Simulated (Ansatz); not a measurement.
WSe2 (2H-MoS2 type, space group P6_3/mmc)

```xyz
6
Lattice="3.2999 0.0000 0.0000 -1.6499 2.8578 0.0000 0.0000 0.0000 13.1513" Properties=species:S:1:pos:R:3 pbc="T T T"
W      0.0000     1.9052     3.2878
W      1.6499     0.9526     9.8635
Se     0.0000     1.9052     8.1980
Se     1.6499     0.9526     1.6224
Se     1.6499     0.9526     4.9533
Se     0.0000     1.9052    11.5289
```

This relaxed cell (volume V₀) is scaled evenly in all directions, its shape held. The atoms relax within the cell's symmetry.

Computed with r2SCAN+rVV10 (plane waves to 500 eV, PAW, scalar-relativistic; Ansatz, a program for electronic structure). k mesh 11×11×3 (Γ-centred), Fermi-Dirac smearing 0.05 eV. Energies are smeared free energies. Stress and pressure are positive under compression. With the shape held, the modulus is that of even scaling; a crystal free to change shape is softer. Spin-orbit coupling is left out, though W is heavy. WSe2 is run without spin polarisation. WSe2 was relaxed with its symmetry unable to fall. ΔE is measured from the relaxed starting cell.

| V (Å³/atom) | ΔE (meV/atom) |
|---|---|
| 18.603 | 50.6 |
| 19.017 | 31.1 |
| 19.430 | 16.8 |
| 19.843 | 7.1 |
| 20.257 | 1.7 |
| 20.670 | 0.0 |
| 21.084 | 1.6 |
| 21.497 | 6.3 |
| 21.910 | 13.6 |
| 22.324 | withheld |
| 22.737 | 35.5 |

Question: Fit a third-order Birch-Murnaghan form (E₀, V₀, B₀, B₀′ free) to the given rows and predict ΔE at V = 22.324.

Answer: Least squares on the 10 given rows: ΔE = E₀ + (9V₀B₀/16)·y²·[2 + (B₀′ − 4)y], y = (V₀/V)^(2/3) − 1, with V₀ = 20.667 Å³/atom, B₀ = 65.18 GPa (160.2 GPa = 1 eV/Å³; the term in eV is multiplied by 1000), B₀′ = 4.37, E₀ = -0.04 meV/atom; root-mean-square residual 0.03 meV/atom. At 22.324 the fit gives 23.5 meV/atom; the calculation gives 23.4 meV/atom, so the interpolation is off by 0.1 (+0.4 %). For the pressure the fit gives -4.2 GPa against the computed -4.3 GPa.

(Under strain, the slope of the energy per volume gives the stress and its curvature an elastic modulus.)
